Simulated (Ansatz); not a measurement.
NbAg:
```cif
data_AgNb
_chemical_formula_sum 'Ag1 Nb1'
_space_group_name_H-M_alt 'P 1'
_space_group_IT_number 1
_cell_length_a 3.83728
_cell_length_b 3.83728
_cell_length_c 3.83728
_cell_angle_alpha 60.000
_cell_angle_beta 60.000
_cell_angle_gamma 60.000
loop_
_space_group_symop_operation_xyz
  'x, y, z'
loop_
_atom_site_label
_atom_site_type_symbol
_atom_site_fract_x
_atom_site_fract_y
_atom_site_fract_z
_atom_site_occupancy
Ag1 Ag 0.00000 0.00000 0.00000 1
Nb1 Nb 0.50000 0.50000 0.50000 1
```

Relaxed with r²SCAN.

**Question.** Tabulate the valence density and the electron localisation function along the shortest Ag–Nb contact (2.71 Å), DFT-r²SCAN in the program Ansatz with PAW potentials.

**Answer.** 

| distance from Ag (Å) | density (e/Å³) | ELF |
|---|---|---|
| 0.27 | 16.17 | 0.77 |
| 0.41 | 11.60 | 0.67 |
| 0.54 | 7.23 | 0.57 |
| 0.68 | 3.89 | 0.48 |
| 0.81 | 1.83 | 0.38 |
| 0.95 | 0.87 | 0.30 |
| 1.09 | 0.53 | 0.26 |
| 1.22 | 0.39 | 0.28 |
| 1.36 | 0.35 | 0.29 |
| 1.49 | 0.39 | 0.29 |
| 1.63 | 0.53 | 0.34 |
| 1.76 | 0.89 | 0.52 |
| 1.90 | 1.65 | 0.71 |
| 2.04 | 2.84 | 0.81 |
| 2.17 | 4.18 | 0.81 |
| 2.31 | 5.07 | 0.70 |
| 2.44 | 5.08 | 0.44 |

The density is the valence pseudo-density with augmentation charge, so density and ELF within about 1 Å of a nucleus are not all-electron values.

Space group Fm-3m (rock salt). The start of the workflow was typed in or built on a structure type; neither database checked (COD, Materials Project) lists it. Its standing as an ambient phase is unchecked. Symmetry was held in the r²SCAN relaxation. At this level the phase is mechanically unstable. No spin polarisation was allowed. Its formation energy is positive at this level, so the cell may be metastable or incomplete.

Potentials: the later of the program's two PAW sets.
